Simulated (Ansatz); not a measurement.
Structure relaxation, Co2Si

The start is a relaxed Co2Si cell, doubled along one cell vector, shaken by Gaussian noise of σ = 0.08 Å a coordinate. The cell and all atomic positions are relaxed at zero pressure with PBE (plane waves to 420 eV, PAW, scalar-relativistic; Ansatz, a program for electronic structure). The first steps use a coarse 4×7×4 k-mesh.

The start:
```
Co2Si
1.0
    6.90960     0.00000     0.00000
    0.00000     3.45480     0.00000
    0.00000     0.00000     5.75082
Co Si
8 4
Direct
  0.98753   0.98241   0.99158
  0.47693   0.97623   0.01072
  0.25927   0.51702   0.99800
  0.73081   0.43889   0.99426
  0.28380   0.02447   0.36030
  0.73297   0.01096   0.33881
  0.00168   0.49657   0.64774
  0.48757   0.47554   0.65794
  0.24444   0.00807   0.72590
  0.76213   0.00410   0.74509
  0.01204   0.52168   0.26130
  0.52568   0.48451   0.27033
```
Spin-polarised start, with parallel moments on Co.

Q: What pressure does the first self-consistent step give?

A: +5 GPa (positive: the cell is compressed).

Q: Which atoms feel the largest initial force, and how large is it?

A: About 3.3 eV/Å, on Co4 (atoms numbered as listed).

Q: Is the parent structure recovered?

A: The parent structure is recovered, P4/nmm (No. 129).

Q: How do the shortest distances between atoms change?

A: The closest pairs of elements (up to four, under 3.6 Å), start → end: Co–Si 2.09 → 2.25 Å; Co–Co 2.19 → 2.44 Å; Si–Si 3.33 → 3.45 Å.

Q: What magnetic moments remain?

A: Net 0.55 μB/atom, ferromagnetic.

It ends as:

Space group P4/nmm, origin choice 1 (No. 129); a = b = 3.455 Å, c = 5.751 Å, α = β = γ = 90.00°

```csv
atom,site,symmetry,x,y,z
Co,2a,-4m2,0.0000,0.0000,0.0000
Co,2c,4mm,0.5000,0.0000,0.3440
Si,2c,4mm,0.0000,0.5000,0.2649
```

Final values are on a 13×13×8 k-mesh of the relaxed cell. Spin state reached: ferromagnetic (net 0.55 μB/atom), from parallel starting moments; other spin orders were not run from this start.

The relaxed structure here is a generated cell of Co2Si: the first start was made by placing the elements on the sites of a structure type, and the end was not matched to a known phase here, so it may be hypothetical.
